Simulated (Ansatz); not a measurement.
SrGa2H2 in space group P-3m1 (No. 164; Ga on 2d, H on 2d, Sr on 1a) at seven volumes, PBEsol (plane waves, PAW; program Ansatz), shape and atoms relaxed at each. One row is withheld.

```json
[
 {"V (Å³/atom)": "13.663", "P (GPa)": "5.36"},
 {"V (Å³/atom)": "14.113", "P (GPa)": "3.30"},
 {"V (Å³/atom)": "14.564", "P (GPa)": "?"},
 {"V (Å³/atom)": "15.014", "P (GPa)": "0.00"},
 {"V (Å³/atom)": "15.464", "P (GPa)": "-1.31"},
 {"V (Å³/atom)": "15.915", "P (GPa)": "-2.45"},
 {"V (Å³/atom)": "16.365", "P (GPa)": "-3.43"}
]
```

### Question
Fit the shown pressures and predict the withheld one.

### Answer
P = (3/2)B₀(x^(7/2) − x^(5/2))[1 + (3/4)(B′ − 4)(x − 1)] with x = (V₀/V)^(2/3). Least squares on the six rows gives V₀ = 15.015 Å³/atom, B₀ = 47.2 GPa, B′ = 3.94. At V = 14.564, x = 1.0205 and P = 1.53 GPa. The run itself gave 1.53 GPa.

The workflow started from an entry of the Crystallography Open Database (COD). Whether it is the stable phase at ambient conditions was not checked. Symmetry was held in the PBEsol relaxation; of distortions, only those at the zone centre were tested.

Potentials: the later of the program's two PAW sets.
